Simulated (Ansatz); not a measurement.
LiNbO3 (LiNbO3 type, space group R3c)

```
CELL_PARAMETERS angstrom
      2.56726     1.48221     4.60839
     -2.56726     1.48221     4.60839
      0.00000    -2.96442     4.60839
ATOMIC_POSITIONS crystal
  Li 0.70259 0.70259 0.70259
  Li 0.20259 0.20259 0.20259
  Nb 0.98497 0.98497 0.98497
  Nb 0.48497 0.48497 0.48497
  O  0.62340 0.87401 0.26474
  O  0.87401 0.26474 0.62340
  O  0.26474 0.62340 0.87401
  O  0.76474 0.37401 0.12340
  O  0.37401 0.12340 0.76474
  O  0.12340 0.76474 0.37401
```

The slice is a (1 -1 0 2) plane (indices of the conventional cell) through the point (0.265, 0.623, 0.874) (fractional), spanned by u = [1 0 -1] and v = [010] in vectors of this cell: u (5.13 Å) and v (5.48 Å, at 90° to u). It covers one period; positions are fractions (u, v).

Calculation: PBEsol (plane waves to 420 eV, PAW, scalar-relativistic; Ansatz, a quantum-chemistry and plane-wave program). k mesh 8×8×8. These are valence fields of a PAW run, semicore shells included where kept as valence: close to a nucleus they are smooth pseudo fields. LiNbO3 is run without spin polarisation. LiNbO3 was relaxed with its symmetry unable to fall.

Three fields on this plane, each scaled to ten steps between its own extremes (0 low, 9 high; the total valence density on a logarithmic scale, the potential cut 8 eV below its top; x marks points blanked near nuclei; v = 0 in the bottom row):

Map A
```
|xxx82000000000159xx|
|xxx31232000000038xx|
|984147x620000000489|
|42127xxx51001000024|
|00027xxx51123200000|
|23324xx831256630000|
|7996334311478751003|
|xxxxx31002578751017|
|xxxxx83002566531038|
|xxxxxx6101233210039|
|xxxxx96100000000027|
|xxxxx84000000013213|
|389984100000026x741|
|12442000010014xxx72|
|00000000232115xxxx2|
|232000025652138xx42|
|8974001478741134335|
|xxx72015787620013xx|
|xxx93013566520038xx|
|xxx94001233210159xx|
```

Map B
```
|xxx75444432100147xx|
|xxx76776532100025xx|
|776689x974310001357|
|44569xxx85321100123|
|23479xxx85433210011|
|34579xx975454431001|
|5788888754555542113|
|xxxxx76434556542235|
|xxxxx85323455542247|
|xxxxxx5211334433347|
|xxxxx74100123444457|
|xxxxx53000123567766|
|677753100012479x986|
|54442100112358xxx97|
|43221001233458xxxx7|
|543200134454579xx97|
|8753112355554578888|
|xxx53224565543457xx|
|xxx74224555432357xx|
|xxx85333444321248xx|
```

Map C
```
|xxx01333100000000xx|
|xxx03675310000000xx|
|000159x642100000000|
|00148xxx43100000000|
|00259xxx43100000000|
|00135xx652000000000|
|0000136641000000000|
|xxxxx13320000000000|
|xxxxx01100000000000|
|xxxxxx0000000011110|
|xxxxx00000000123320|
|xxxxx00000001357631|
|000000000001246x952|
|10000000000134xxx94|
|20000000000134xxxx5|
|100000000000256xx53|
|0000000000001366310|
|xxx00000000002331xx|
|xxx00000000000110xx|
|xxx01111000000000xx|
```

**Question.** Assign the maps to these fields: density of the lowest conduction band (whole band as if filled, smooth part); electron localisation function (ELF); valence electron density.

**Answer.** A is the electron localisation function (ELF); B is the valence electron density; C is the density of the lowest conduction band (whole band as if filled, smooth part).
